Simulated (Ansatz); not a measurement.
## SrBe: one input, then a changed one

The cell was built from the L11 type and relaxed in the same program, and has space group R-3m; it needn't be a known or the stable phase.

First run: DFT, LDA, PAW with Ansatz's default frozen-core files, fully relativistic files with spin-orbit coupling (Ansatz 0.2.0).

Command: `ansatz run input.yaml --threads 1 --pin off --max-ram 2048MiB --backend cpu --events-out ev --progress --plain --runs-dir out` The run took 58 s on 1 thread of Intel(R) Xeon(R) Processor @ 2.50GHz (Skylake/Cascade Lake), on a shared host, peak memory 0.61 GiB.

```yaml
crystal:
  lattice:
    - [2.1978077136, -1.2689048751, 3.5962325903]
    - [0.0, 2.5378097502, 3.5962325903]
    - [-2.1978077136, -1.2689048751, 3.5962325903]
  atoms:
    - { symbol: Be, position: [0.0, 0.0, 0.0] }
    - { symbol: Sr, position: [0.5, 0.5, 0.5] }
kpoints:
  mp_grid: { grid: [11, 11, 11] }
  band_path:
    path:
      - [0.0, 0.0, 0.0]
      - [0.5, 0.5, 0.5]
      - [0.7503346261, 0.2496653739, 0.5]
      - [0.5, -0.2496653739, 0.2496653739]
      - [0.5, 0.0, 0.0]
      - [0.0, 0.0, 0.0]
      - [0.3748326869, -0.3748326869, 0.0]
      - [0.6251673131, 0.0, 0.3748326869]
      - [0.5, 0.0, 0.5]
    npoints: 5
scf:
  occupations: { method: fermi_dirac, width: 0.05 }
hamiltonian:
  xc: lda
  pseudopotentials: { kind: paw_fr }
output:
  forces: true
  stress: true
  eigenvalues: true
  efg: { contact_densities: true }
  write_density: true
  write_potential: true
  elf: true
  volumetric_format: npy
magnetization:
  noncollinear: true
  spin_orbit: true
```

Result: converged; pressure -0.01 GPa; no gap on the k mesh; 6 SCF iterations.

A second input differs as follows:

```diff
@@ -22,5 +22,5 @@
     npoints: 5
 scf:
-  occupations: { method: fermi_dirac, width: 0.05 }
+  max_iter: 75
 hamiltonian:
   xc: lda
@@ -31,8 +31,4 @@
   eigenvalues: true
   efg: { contact_densities: true }
-  write_density: true
-  write_potential: true
-  elf: true
-  volumetric_format: npy
 magnetization:
   noncollinear: true
```

Q: What is wrong with it, and what does the program do?

A: The fault is no occupation method. The run refused before any iteration. The log ends:
```
Error: YAML parse error: `scf.occupations.method` is required: fixed only where the cell keeps a band gap throughout the run, explicit beside scf.occupations.values (under evaluate: without them), else a smearing such as fermi_dirac (scf.occupations.width is optional; its entry in the input reference gives the default)
```
